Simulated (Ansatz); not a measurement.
Space group Im-3m (No. 229). a = 3.150 Å, b = 3.150 Å, c = 3.150 Å, α = 90.00°, β = 90.00°, γ = 90.00°
```tsv
atom	site	symmetry	x	y	z
Mo	2a	m-3m	0.0000	0.0000	0.0000
```

Equation of state of this Mo structure (not necessarily the ground state), with shape and atoms relaxed at each volume where symmetry leaves them free. It has no gap at any of these volumes. These are results of Ansatz 0.2.0, DFT r2SCAN, scalar-relativistic, plane waves, PAW, not measurements.

Settings: cutoff 500 eV, Γ-centred mesh 18×18×18 on the computed 1-atom cell, Gaussian smearing of 0.10 eV; no spin polarisation.

| V (Å³/atom) | E − E(largest V) (meV/atom) | P (GPa) |
| --- | --- | --- |
| 13.759 | 124.70 | 45.50 |
| 14.228 | 12.95 | 31.21 |
| 14.697 | -59.93 | 19.06 |
| 15.166 | -99.95 | 8.76 |
| 15.635 | -112.25 | -0.01 |
| 16.104 | -100.93 | -7.53 |
| 16.573 | -69.22 | -14.00 |
| 17.198 | 0.00 | -21.21 |

Task: Fit a third-order Birch–Murnaghan equation to E(V).

Result: V0 = 15.63 Å³/atom, B0 = 271 GPa, B0' = 4.3.

Cost: 8 runs of about 1.2 core-minutes in all, on Intel Xeon Platinum 8259CL (Skylake/Cascade Lake) (shared hosts).